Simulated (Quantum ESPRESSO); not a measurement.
# Kohn-Sham bands of VBiO₄ (I4₁/a)

```
VBiO4
1.0
    5.12211     0.00000     0.00000
    0.00000     5.12211     0.00000
   -2.56106    -2.56106     5.79606
V Bi O
2 2 8
Direct
  0.50000   0.50000   0.00000
  0.75000   0.25000   0.50000
  0.00000   0.00000   0.00000
  0.25000   0.75000   0.50000
  0.56190   0.17085   0.84174
  0.92089   0.31190   0.34174
  0.27984   0.67089   0.84174
  0.42085   0.02984   0.34174
  0.68810   0.57915   0.65826
  0.32911   0.43810   0.15826
  0.97016   0.07911   0.65826
  0.82915   0.72016   0.15826
```

Cell from Materials Project (mp-23044), symmetrised, no further relaxation. COD (Crystallography Open Database) has the formula in 4 space groups, this one among them (matched by group alone). Computed values, not measurements, from PBEsol: Quantum ESPRESSO (norm-conserving PseudoDojo potentials, cutoff 68 Ry, no spin polarisation, no spin-orbit coupling) on a Γ-centred 4×4×4 mesh, then Wannier90. Density: 8×8×8 mesh, cold smearing 0.01 Ry. Spin-orbit coupling is left out although heavy elements are present.

Q: List the Kohn-Sham levels between −8 and 5.1 eV relative to the valence-band maximum at the high-symmetry points, as a band run of pw.x on that density gives them (levels within 2 meV counted together).

A: 
```json
[
 {"point": "Γ", "k (reciprocal lattice)": "0.000 0.000 0.000", "levels (eV)": "-5.46, -4.87 (×2), -4.82, -4.11, -3.67 (×2), -3.38, -3.34, -3.02 (×2), -2.93, -2.39, -2.34, -2.15 (×2), -1.91 (×2), -1.74, -1.64, -1.02, -0.72 (×2), -0.51, 2.33, 2.80, 3.07, 3.34, 4.08 (×2), 4.15, 4.18, 4.20 (×2)"},
 {"point": "X", "k (reciprocal lattice)": "0.500 0.500 -0.500", "levels (eV)": "-5.03 (×2), -4.94 (×2), -4.05 (×2), -3.24 (×2), -3.12 (×2), -2.97 (×2), -2.74 (×2), -2.38 (×2), -1.81 (×2), -1.30 (×2), -0.97 (×2), -0.34 (×2), 2.73 (×2), 2.97 (×2), 3.51 (×2), 3.77 (×2), 4.53 (×2)"},
 {"point": "P", "k (reciprocal lattice)": "0.500 0.500 -0.250", "levels (eV)": "-5.03 (×2), -4.93 (×2), -4.03 (×2), -3.41 (×2), -3.02 (×2), -2.96 (×2), -2.62 (×2), -2.48 (×2), -1.73 (×2), -1.39 (×2), -0.96 (×2), -0.34 (×2), 2.72 (×2), 2.95 (×2), 3.51 (×2), 3.80 (×2), 4.58 (×2)"},
 {"point": "N", "k (reciprocal lattice)": "0.500 0.000 0.000", "levels (eV)": "-5.20, -4.74, -4.66, -4.48, -4.19, -4.03, -3.60, -3.35, -3.35, -3.26, -3.16, -2.96, -2.83, -2.60, -2.36, -2.13, -1.88, -1.62, -1.49, -1.22, -1.13, -1.03, -0.55, -0.17, 2.11, 2.54, 2.95, 2.98, 3.70, 3.80, 4.21 (×2), 4.50, 4.68"},
 {"point": "M", "k (reciprocal lattice)": "0.000 0.000 0.500", "levels (eV)": "-4.80 (×2), -4.52 (×2), -3.90 (×2), -3.77 (×2), -3.32 (×2), -3.23 (×2), -2.95 (×2), -2.55 (×2), -1.60 (×2), -1.02 (×2), -1.01 (×2), -0.78 (×2), 2.89 (×2), 2.97 (×2), 3.51 (×2), 4.67 (×2), 5.05 (×2)"},
 {"point": "S", "k (reciprocal lattice)": "0.402 0.000 0.299", "levels (eV)": "-5.13, -4.75, -4.59, -4.35, -4.22, -3.88, -3.75, -3.66, -3.35, -3.14, -3.10, -2.91, -2.89, -2.76, -2.65, -2.11, -1.94, -1.64, -1.26, -1.20, -0.96, -0.94, -0.61, -0.39, 2.23, 2.52, 2.98, 3.07, 3.68, 3.90, 4.11, 4.29, 4.55, 4.60"},
 {"point": "S_0", "k (reciprocal lattice)": "0.598 0.000 -0.299", "levels (eV)": "-5.13, -4.75, -4.59, -4.35, -4.22, -3.88, -3.75, -3.66, -3.35, -3.14, -3.10, -2.91, -2.89, -2.76, -2.65, -2.11, -1.94, -1.64, -1.26, -1.20, -0.96, -0.94, -0.61, -0.39, 2.23, 2.52, 2.98, 3.07, 3.68, 3.90, 4.11, 4.29, 4.55, 4.60"},
 {"point": "R", "k (reciprocal lattice)": "0.598 0.402 -0.500", "levels (eV)": "-5.03, -4.94, -4.89, -4.88, -4.07, -3.95, -3.46, -3.35, -3.33, -3.17, -3.01, -2.90, -2.79, -2.59, -2.35, -2.33, -1.73, -1.72, -1.35, -1.31, -1.08, -0.92, -0.38, -0.37, 2.52, 2.80, 3.00, 3.06, 3.39, 3.45, 3.72, 4.20, 4.48, 4.61"},
 {"point": "G", "k (reciprocal lattice)": "0.402 0.402 0.098", "levels (eV)": "-5.03, -4.94, -4.89, -4.88, -4.07, -3.95, -3.46, -3.35, -3.33, -3.17, -3.01, -2.90, -2.79, -2.59, -2.35, -2.33, -1.73, -1.72, -1.35, -1.31, -1.08, -0.92, -0.38, -0.37, 2.52, 2.80, 3.00, 3.06, 3.39, 3.45, 3.72, 4.20, 4.48, 4.61"}
]
```
